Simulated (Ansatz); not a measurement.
Relaxed-ion elastic tensor of VBiO₄ in space group I4_1/a (No. 88; Bi on 4a, V on 4b, O on 16f) in GPa (Voigt order), plane-wave PAW PBE (Ansatz code); density 6.84 g/cm³, 13.10 Å³ per atom.

```
  185    117   89.5    0.0    0.0   16.6
  117    185   89.5    0.0    0.0  -16.6
 89.5   89.5    160    0.0    0.0    0.0
  0.0    0.0    0.0   38.9    0.0    0.0
  0.0    0.0    0.0    0.0   38.9    0.0
 16.6  -16.6    0.0    0.0    0.0   64.8
```

**Question.** Is the crystal mechanically stable?

**Answer.** Yes: the smallest eigenvalue of C is 38.9 GPa.

**Question.** Work out the Voigt, Reuss and Hill averages.

**Answer.** K_V = 125, K_R = 122, K_H = 123; G_V = 44.1, G_R = 39.7, G_H = 41.9 GPa.

**Question.** Give Young's modulus, Poisson's ratio, Pugh's ratio and the universal anisotropy index.

**Answer.** E = 9KG/(3K + G) = 113 GPa; ν = 0.35; K/G = 2.95 (ductile by the Pugh limit of 1.75); A_U = 5G_V/G_R + K_V/K_R − 6 = 0.57.

**Question.** Estimate the sound speeds and the Debye temperature.

**Answer.** v_l = √((K + 4G/3)/ρ) = 5120 m/s, v_t = √(G/ρ) = 2470 m/s, mean 2780 m/s; Θ = (h/k)(3n/4πV)^(1/3) v_m = 351 K.

**Question.** How much does each axis shrink under pressure?

**Answer.** Linear compressibilities β_i = Σ_j S_ij (j = 1 to 3): x 2.2, y 2.2, z 3.8 per TPa.

Symmetry was held in the PBE relaxation. The workflow began spin-polarised and lost its moments. No Hubbard U is applied. Scalar-relativistic: spin–orbit coupling is off unless named, which matters more the heavier the elements.

Potentials: the later of the program's two PAW sets.
